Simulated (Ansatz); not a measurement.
HfGeO$_{3}$:
```cif
data_GeHfO3
_chemical_formula_sum 'Hf1 Ge1 O3'
_space_group_name_H-M_alt 'P 1'
_space_group_IT_number 1
_cell_length_a 4.01585
_cell_length_b 4.01585
_cell_length_c 4.25040
_cell_angle_alpha 90.000
_cell_angle_beta 90.000
_cell_angle_gamma 90.000
loop_
_space_group_symop_operation_xyz
  'x, y, z'
loop_
_atom_site_label
_atom_site_type_symbol
_atom_site_fract_x
_atom_site_fract_y
_atom_site_fract_z
_atom_site_occupancy
Hf1 Hf 0.50000 0.50000 0.56761 1
Ge1 Ge 0.00000 0.00000 0.19398 1
O1 O 0.00000 0.50000 0.45564 1
O2 O 0.50000 0.00000 0.45564 1
O3 O 0.50000 0.50000 0.01733 1
```

Relaxed with r²SCAN. r²SCAN in the plane-wave PAW code Ansatz gives a gap of 1.66 eV.

Q: What gap does HSE06 give on the same cell (Ansatz, PAW)?

A: 2.33 eV, 0.66 eV more. The hybrid was solved on a coarser mesh and at special points; the gap given is the minimum over both.

Cost on shared cores: the r²SCAN run (SCF on a 7×7×7 mesh, then bands and DOS) very roughly 2.3 core-minutes, the HSE06 run (SCF on 4×4×4, then a few points) around 120 core-seconds (rough); the tasks are unlike.

Space group P4mm. The start of the workflow was typed in or built on a structure type; neither database checked (COD, Materials Project) lists it. Its standing as an ambient phase is unchecked. The r²SCAN relaxation kept the symmetry of its start; its stability against distortions is not shown here. No spin polarisation was allowed. Spin–orbit coupling is left out wherever it is not named.

Potentials: the later of the program's two PAW sets.
